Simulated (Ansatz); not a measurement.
Values for one crystal, relaxed and computed with PBEsol (plane waves, PAW; program Ansatz); other levels are named.

| Item | Value |
|---|---|
| Volume per atom | 10.82 Å³ |
| Electronic character | metallic (no gap) |
| Density of states at the Fermi level | 0.88 states/eV per atom (mean over ±0.08 eV) |
| Mechanical stability | stable (all eigenvalues of C positive) |
| Poisson's ratio | 0.32 |
| Pressure derivative B′ | 4.7 |
| Formation energy from the elements (no fitted shifts) | -0.16 eV/atom |

Task: Which of these materials gives this?
(A) CrB2, Cmmm (Cr on 2a, B on 4j)
(B) Cr2GeC, P6_3/mmc (Cr on 4f, Ge on 2d, C on 2a)
(C) BaAl2Ge2, I4/mmm (Ge on 4e, Ba on 2a, Al on 4d)
(D) GeMo3, A15 (Cr3Si type)

Result: B, Cr2GeC, P6_3/mmc (Cr on 4f, Ge on 2d, C on 2a)

The workflow started from a Materials Project entry (that database holds measured and hypothetical structures alike); the Crystallography Open Database copy checked does not list it. Its standing as an ambient phase is unchecked. Symmetry was held in the PBEsol relaxation; its stability against distortions is not shown here. The workflow began spin-polarised and lost its moments. The references are the lowest solids computed at this level, not always the standard phases. Scalar-relativistic: spin–orbit coupling is off unless named, which matters more the heavier the elements.

Potentials: the later of the program's two PAW sets.
